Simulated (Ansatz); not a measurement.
Values for one crystal, relaxed and computed with DFT-LDA in the program Ansatz with PAW potentials; other levels are named.

| Quantity | Result |
|---|---|
| Volume per atom | 13.87 Å³ |
| Band gap | 2.36 eV (direct) |
| Conduction-band minimum | at X (3 equivalent valleys) |
| Zone-centre stability | unstable, softest mode 143i cm⁻¹ |
| Young's modulus | 223 GPa |
| Debye temperature from the elastic constants | 445 K |
| Hole effective mass | 0.24, 0.77, 0.77 mₑ (principal values) |

Task: Which compound is it?
(A) ZrO2, P4_2/nmc (Zr on 2a, O on 4d)
(B) ZrPbO3, cubic perovskite
(C) BaTiO3, Amm2 (Ba on 2a, Ti on 2b, O on 4e, O on 2a)
(D) BaHfO3, cubic perovskite

Result: B, ZrPbO3, cubic perovskite

Space group Pm-3m (cubic perovskite). The workflow started from a Materials Project entry (that database holds measured and hypothetical structures alike); the Crystallography Open Database copy checked does not list it. COD files the formula under space group No. 38, 55, so this cell is another polymorph or a model. Whether it is the stable phase at ambient conditions was not checked. Symmetry was held in the LDA relaxation. No spin polarisation was allowed. Scalar-relativistic: spin–orbit coupling is off unless named, which matters more the heavier the elements.

Potentials: the later of the program's two PAW sets.
